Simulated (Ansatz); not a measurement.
AlFe (CsCl type)

```xyz
2
Lattice="2.8747 0.0000 0.0000 0.0000 2.8747 0.0000 0.0000 0.0000 2.8747" Properties=species:S:1:pos:R:3 pbc="T T T"
Al     0.0000     0.0000     0.0000
Fe     1.4374     1.4374     1.4374
```

E(V) scan at fixed shape, V₀ the volume above. Symmetry pins the atoms to their sites.

Method: PBE (plane waves to 420 eV, PAW, scalar-relativistic; Ansatz, a quantum-chemistry and plane-wave program). k mesh 16×16×16 (Γ-centred), Fermi-Dirac smearing 0.05 eV. E stands for the smeared free energy. Compression counts positive. AlFe was relaxed with its symmetry unable to fall. Relaxed AlFe ends ferromagnetic. Other magnetic orders were not checked, so this need not be the ground state. The zero of ΔE is the relaxed starting cell. The last digit holds for this mesh only.

```tsv
V (Å³/atom)	ΔE (meV/atom)
11.166	26.2
11.284	17.8
11.403	withheld
11.522	6.2
11.641	2.7
11.759	0.7
11.878	0.0
11.997	0.6
12.116	2.5
12.235	5.6
12.353	9.7
12.472	14.9
12.591	21.2
```

Fit a third-order Birch-Murnaghan form (E₀, V₀, B₀, B₀′ free) to the given rows and predict ΔE at V = 11.403.

Least squares on the 12 given rows: ΔE = E₀ + (9V₀B₀/16)·y²·[2 + (B₀′ − 4)y], y = (V₀/V)^(2/3) − 1, with V₀ = 11.878 Å³/atom, B₀ = 176.0 GPa (160.2 GPa = 1 eV/Å³; the term in eV is multiplied by 1000), B₀′ = 4.28, E₀ = -0.01 meV/atom; root-mean-square residual 0.04 meV/atom. At 11.403 the fit gives 11.2 meV/atom; the calculation gives 11.2 meV/atom, the same to the digits shown. For the pressure the fit gives 7.8 GPa against the computed 7.8 GPa.

(Under strain, the slope of the energy per volume gives the stress and its curvature an elastic modulus.)
